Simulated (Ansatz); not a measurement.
# LaTiH₃ (Pm-3m)

Theory: DFT PBE, scalar-relativistic, plane waves, PAW (Ansatz).

Plane waves to 420 eV, a k mesh through Γ of 10×10×10 on the computed 5-atom cell and Gaussian smearing (0.10 eV); no spin polarisation.

The structure is relaxed at this level of theory with its symmetry kept, and needn't be the ground state of this composition.

```
La Ti H
1.0
     3.89885    0.00000    0.00000
     0.00000    3.89885    0.00000
     0.00000    0.00000    3.89885
La Ti H
1 1 3
Direct
  0.00000 0.00000 0.00000
  0.50000 0.50000 0.50000
  0.00000 0.50000 0.50000
  0.50000 0.00000 0.50000
  0.50000 0.50000 0.00000
```

Task: Formation energy from the elements' standard states (uncorrected)?

Result: -0.295 eV/atom.

Task: Kohn–Sham band gap?

Result: none (metal).

Task: Density of states at the Fermi level?

Result: 6.1 states/eV per cell.

Task: Orbital (Löwdin) character within 0.5 eV of the Fermi level?

Result: Ti 3d 62 %, La 5d 29 %.

Task: Bader charge by site (e)?

Result: La (1 in the cell) 1.26, Ti (1 in the cell) 1.03, H (3 in the cell) -0.76.

Spin-orbit coupling is left out, which matters for the bands of heavy elements. Spin polarisation was left out, and a magnetic state may lie lower.

The cell was found from a structure generator's guess, not taken from experiment. Löwdin shares on free-atom orbitals overweight diffuse shells.
